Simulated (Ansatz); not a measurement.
An Ansatz input:

```yaml
crystal:
  lattice:
    - [3.2081901383, 0.0, 0.0]
    - [0.0, 3.2081901383, 0.0]
    - [0.0, 0.0, 3.2081901383]
  atoms:
    - { symbol: La, position: [0.0, 0.0, 0.0] }
hamiltonian:
  xc: r2scan
  pseudopotentials:
    kind: paw
    azcp:
      La: "pseudopotentials/La.paw.azcp"
basis:
  ecutwfc: 500
  fft_grid_basis: typed
kpoints:
  mp_grid: { grid: [11, 11, 11], shift: [0, 0, 0] }
magnetization:
  spin_polarized: false
scf:
  occupations: { method: fermi_dirac, width: 0.1 }
  lower_state_search: "off"
output:
  stress: true
  write_density: true
  write_potential: true
  elf: true
  volumetric_format: npy
```

Output

```
Engine: ansatz 0.2.0, x86_64-unknown-linux-gnu
Pseudopotentials: kind: paw
Pseudopotential: La, paw, valence charge 11, recommended cutoff 500 eV (meta_gga) 
Functional definition: r2SCAN
  parameter k0 = 0.174
  parameter k1 = 0.065
  parameter a1 = 4.9479
  exchange = r2scan_x(k0 = k0, k1 = k1, a1 = a1)
  correlation = r2scan_c
Crystal: 1 atoms, lattice volume = 33.020 Å³
Basis set: ecut = 500 eV, 847 PW (Γ), exchange–correlation on 96×96×96 points (64 copies of the dense FFT grid, shifted against one another)
Bands: 10, of which v1, the nominal top of the filled ones, is band 6 counted from 1 (5 counted from 0)
Symmetry: 48 space group operations
Space group: Pm-3m (ITA 221), of the structure as read, at distance tolerance 3.2e-5 Å
k-points: 56 of 1331
Non-local potential: La, projectors of the file, l = 0: 3, l = 1: 2, l = 2: 2, l = 3: 3
PAW form: soft (Blöchl's): semilocal exchange-correlation on the pseudo side does not see the compensation charge
PAW frozen core: La, regenerated for the run's functional (the file was generated under x = pbe(κ = 0.804, μ = 0.2195149727645171), c = pbe(β = 0.06672455060314922))
PAW one-centre angular grid: La, 974 points (default); XC on 160 Gauss nodes
Initial density: superposition of atomic densities (neutral atoms: chi_scale 0, normalization atom), corrected by the library's trained network
Initial wavefunctions: pseudopotential atomic-orbital guess
Functional: x = r2scan, c = r2scan; τ floored in thin density (d = 2e-4 eV/Å³)
SCF iter   1: F=-6264.208525 eV  HF=-6264.138059 eV  |F-HF|=7.05e-2  |Δ(HF+E_count)|=         —  Δρ=8.66e-3  dr2=2.98e-2  dr2_τ=6.06e-3  ethr=1.77e-3  ⟨swp⟩=3.9  Hψ=2806  notcnv=0
SCF iter   2: F=-6264.226388 eV  HF=-6264.229254 eV  |F-HF|=2.87e-3  |Δ(HF+E_count)|=   9.12e-2  Δρ=4.38e-3  dr2=8.01e-3  dr2_τ=2.46e-4  ethr=2.71e-4  ⟨swp⟩=2.0  Hψ=1510  notcnv=0
SCF iter   3: F=-6264.228956 eV  HF=-6264.228803 eV  |F-HF|=1.53e-4  |Δ(HF+E_count)|=   4.51e-4  Δρ=4.56e-4  dr2=4.07e-5  dr2_τ=1.05e-5  ethr=7.28e-5  ⟨swp⟩=2.3  Hψ=1088  notcnv=0
SCF iter   4: F=-6264.228945 eV  HF=-6264.228934 eV  |F-HF|=1.03e-5  |Δ(HF+E_count)|=   1.31e-4  Δρ=1.69e-4  dr2=8.07e-6  dr2_τ=1.41e-7  ethr=3.70e-7  ⟨swp⟩=2.0  Hψ=910  notcnv=0
SCF iter   5: F=-6264.228946 eV  HF=-6264.228945 eV  |F-HF|=1.04e-6  |Δ(HF+E_count)|=   1.09e-5  Δρ=5.40e-5  dr2=8.04e-7  dr2_τ=1.28e-8  ethr=7.33e-8  ⟨swp⟩=3.0  Hψ=918  notcnv=0
SCF iter   6: F=-6264.228946 eV  HF=-6264.228946 eV  |F-HF|=1.54e-8  |Δ(HF+E_count)|=   1.22e-6  Δρ=7.71e-6  dr2=2.87e-8  dr2_τ=3.66e-10  ethr=9.09e-10  ⟨swp⟩=9.6  Hψ=4366  notcnv=0
SCF 1 converged in 6 iterations: F = -6264.228946 eV  dr2 = 2.87e-8
  Residual-converged pass: ⟨swp⟩=1.0  Hψ=785  notcnv=0  max |occ|·‖R‖ = 7.0e-9 eV (tolerance 1.0e-8 eV)  dr2=2.87e-8  dr2_τ=3.66e-10  dr2_onsite=7.35e-9  max |Δocc| = 1.2e-10
SCF converged after 6 iterations
Free energy (F): -6264.228946 eV
Harris-Foulkes:  -6264.228946 eV  (|F-HF|=1.54e-8)
Internal energy: -6264.170569 eV  (E = F + TS)
E sigma→0 (E₀):  -6264.199758 eV
Entropy (-TS):   -0.058377 eV (-58.377 meV/atom)
Fermi energy:    12.631383 eV
--- Per-component energies (eV) ---
  E_band       = -35.620440
  E_kinetic    = 196.416458
  E_local      = -316.676560  (includes V_loc(G=0)·N_el)
  E_nonlocal   = 93.683475
  E_hartree    = 103.406845
  E_xc         = -133.166439
  E_vxc        = -162.064374  (∫ρ·V_xc dr)
  E_paw        = -5437.439578  (= ΣΔE_a)
  E_vpaw       = -62.176955  (= ΣTr[D̂ρ^β])
  E_aug_tail   = 0.000000  (compensation charges beyond the density's cutoff)
  E_vtau       = 8.380620  (kinetic-family band-sum trace: ∫τ·v_τ [+ j·A + Jᵃ·Aᵃ] dr)
  E_ewald      = -770.463284
  E_core_change = 0.068512  (= ΣΔE_core)
  E_smearing   = -0.058377  (= −TS)
  E_closure    = 0.000000  (closes the sum)
  Σ components = -6264.228946   (vs F -6264.228946, Δ=0.00e0)
--- Stress (GPa, compression-positive) ---
        2.412148      -0.000000       0.000000
       -0.000000       2.412148       0.000000
        0.000000       0.000000       2.412148
  P = ⅓ Tr σ = 2.4121 GPa (24.121 kbar)
--- Band table (eV; the first three rows and the last of 56) ---
  k-point 0: bands = ["-21.7066", "-3.6475", "-3.6475", "-3.6475", "9.7580", "11.2883", "11.2883", "14.9604", "14.9604", "14.9604"]
  k-point 1: bands = ["-21.6791", "-3.8948", "-3.6263", "-3.6263", "9.9850", "11.3490", "11.6248", "14.9258", "14.9714", "14.9714"]
  k-point 2: bands = ["-21.6042", "-4.5084", "-3.5687", "-3.5687", "10.4614", "11.5221", "12.6558", "14.8230", "15.0030", "15.0030"]
  k-point 55: bands = ["-20.6685", "-5.3714", "-5.3656", "-5.3656", "11.1012", "11.2395", "11.2395", "14.0461", "15.0818", "15.0818"]
```

Command:

```sh
ansatz run input.yaml --threads 1 --pin off --max-ram 3584MiB --backend cpu --events-out ev --progress --plain --runs-dir out
```

On 1 thread of Intel(R) Xeon(R) Platinum 8259CL CPU @ 2.50GHz (Skylake/Cascade Lake) (shared host) this took about 4.3 s of wall time and 4.3 s of CPU time.
